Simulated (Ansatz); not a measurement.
Zr (hcp (Mg type), P6_3/mmc) under volume change, r²SCAN in the plane-wave PAW code Ansatz, shape and atoms relaxed at each volume.

| V (Å³/atom) | E − E(relaxed) (meV/atom) | P (GPa) |
|---|---|---|
| 21.397 | 64.3 | 10.35 |
| 22.102 | 27.4 | 6.49 |
| 22.808 | 6.6 | 3.05 |
| 23.513 | 0.0 | 0.01 |
| 24.219 | 6.0 | -2.69 |
| 24.924 | 23.2 | -5.07 |
| 25.629 | 50.2 | -7.16 |

**Question.** What does a third-order Birch–Murnaghan fit give for V₀, B₀ and B′?

**Answer.** V₀ = 23.51 Å³/atom, B₀ = 95.2 GPa, B′ = 3.1.

The cell was relaxed with r²SCAN under the symmetry of its start; of distortions, only those at the zone centre were tested. No spin polarisation was allowed.

Potentials: the earlier of the program's two PAW sets.
